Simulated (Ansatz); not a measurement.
Data:

Te2Pt:
```cif
data_PtTe2
_chemical_formula_sum 'Pt1 Te2'
_space_group_name_H-M_alt 'P 1'
_space_group_IT_number 1
_cell_length_a 6.14990
_cell_length_b 6.14990
_cell_length_c 6.14990
_cell_angle_alpha 37.296
_cell_angle_beta 37.296
_cell_angle_gamma 37.296
loop_
_space_group_symop_operation_xyz
  'x, y, z'
loop_
_atom_site_label
_atom_site_type_symbol
_atom_site_fract_x
_atom_site_fract_y
_atom_site_fract_z
_atom_site_occupancy
Pt1 Pt 0.00000 0.00000 0.00000 1
Te1 Te 0.25207 0.25207 0.25207 1
Te2 Te 0.74793 0.74793 0.74793 1
```

This is the LDA-relaxed structure.

Q: All from LDA in the plane-wave PAW code Ansatz, unless another level is named. Predict the bulk modulus (Birch–Murnaghan fit).

A: 37.6 GPa.

Q: Give the highest zone-centre frequency.

A: 179 cm⁻¹.

Space group R-3m. A made-up cell: these elements were put on the sites of a structure type; neither database checked (COD, Materials Project) lists it. COD files the formula under space group No. 164, so this cell is another polymorph or a model. Whether it is the stable phase at ambient conditions was not checked. The cell was relaxed with LDA under the symmetry of its start; of distortions, only those at the zone centre were tested. The run is not spin-polarised. A crystal of weakly bound layers computed without a dispersion correction: the cell and the soft elastic constants depend strongly on that. As this level gives no gap, phonon frequencies hold no LO–TO term and depend on the k-mesh and smearing (Fermi–Dirac, 0.1 eV here). Spin–orbit coupling is left out wherever it is not named.

Potentials: the earlier of the program's two PAW sets.
